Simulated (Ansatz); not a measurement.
# Relaxing Ta2N

Method: DFT r2SCAN, scalar-relativistic, plane waves, PAW (Ansatz 0.2.0). (500 eV cutoff, 12×12×8 k-mesh, Gaussian smearing of 0.10 eV, no spin polarisation)

What was changed: relaxed at -1 GPa.

A cell with an odd number of electrons and no spin polarisation is a metal by construction and may be lower with spin. Spin–orbit coupling is left out, which can shift energies with elements as heavy as these.

Command:

```bash
ansatz run input.yaml --threads 2 --pin off --max-ram 5120MiB --backend cpu --events-out ev --progress --plain --runs-dir out
```

Input:

```yaml
crystal:
  lattice:
    - [5.3082524588, 0.0, 0.0]
    - [-2.6541262294, 4.597081479, 0.0]
    - [0.0, 0.0, 4.9464707551]
  atoms:
    - { symbol: Ta, position: [0.6667482989, 0.6667482989, 0.7533371952] }
    - { symbol: Ta, position: [0.0, 0.3332517011, 0.7533371952] }
    - { symbol: Ta, position: [0.3332517011, 0.0, 0.7533371952] }
    - { symbol: Ta, position: [0.3332517011, 0.3332517011, 0.2466628048] }
    - { symbol: Ta, position: [0.0, 0.6667482989, 0.2466628048] }
    - { symbol: Ta, position: [0.6667482989, 0.0, 0.2466628048] }
    - { symbol: "N", position: [0.6666666667, 0.3333333333, 0.5] }
    - { symbol: "N", position: [0.3333333333, 0.6666666667, 0.5] }
    - { symbol: "N", position: [0.0, 0.0, 0.0] }
basis:
  ecutwfc: 500
kpoints:
  mp_grid: { grid: [12, 12, 8] }
hamiltonian:
  xc: r2scan
scf:
  occupations: { method: gaussian, width: 0.1 }
output:
  forces: true
  stress: true
  eigenvalues: true
  write_density: true
  write_potential: true
  elf: true
  volumetric_format: npy
relax:
  adjacent_minimum: "off"
  f_tol: 0.008
  max_steps: 50
  cell: { stress_tol: 0.08, p_target: -1.0 }
```

F is the free energy. Steps run on the plane waves of an earlier cell, but the last one, and at times one on the way, on a freshly chosen basis, so a repeated geometry can differ a little in energy. The relaxation lowers the enthalpy F + PV at the target pressure, so F itself can rise.

Steps:

```
step F − F(1) (eV) largest force component (eV/Å) V (Å³/atom) P (GPa)
   1         0.0000                           0.014       13.412    -2.90
   2        -0.0088                           0.102       13.235     1.00
   3        -0.0099                           0.007       13.325    -0.99
   4        -0.0099                           0.003       13.325    -1.00
   5        -0.0095                           0.003       13.325    -1.00
```

Relaxed structure:

```yaml
crystal:
  lattice:
    - [5.29748, 0.00000, 0.00000]
    - [-2.64874, 4.58775, 0.00000]
    - [0.00000, 0.00000, 4.93456]
  atoms:
    - { symbol: Ta, position: [0.66678, 0.66678, 0.75332] }
    - { symbol: Ta, position: [0.00000, 0.33322, 0.75332] }
    - { symbol: Ta, position: [0.33322, 0.00000, 0.75332] }
    - { symbol: Ta, position: [0.33322, 0.33322, 0.24668] }
    - { symbol: Ta, position: [0.00000, 0.66678, 0.24668] }
    - { symbol: Ta, position: [0.66678, 0.00000, 0.24668] }
    - { symbol: N, position: [0.66667, 0.33333, 0.50000] }
    - { symbol: N, position: [0.33333, 0.66667, 0.50000] }
    - { symbol: N, position: [0.00000, 0.00000, 0.00000] }
```

It takes space group P-31m (No. 162, trigonal). Conventional cell: a = 5.297 Å, b = 5.297 Å, c = 4.935 Å, α = 90.00°, β = 90.00°, γ = 120.00°. Ta (site symmetry m) has 3 N at 2.14 to 2.16 Å as nearest neighbours. N (site symmetry 32) has 6 Ta at 2.16 Å as nearest neighbours. N (site symmetry -3m) has 6 Ta at 2.14 Å as nearest neighbours.

The run converged. Time: 5.9 min on 2 threads of Arm Neoverse V1, on a shared host, peak memory 1.2 GiB.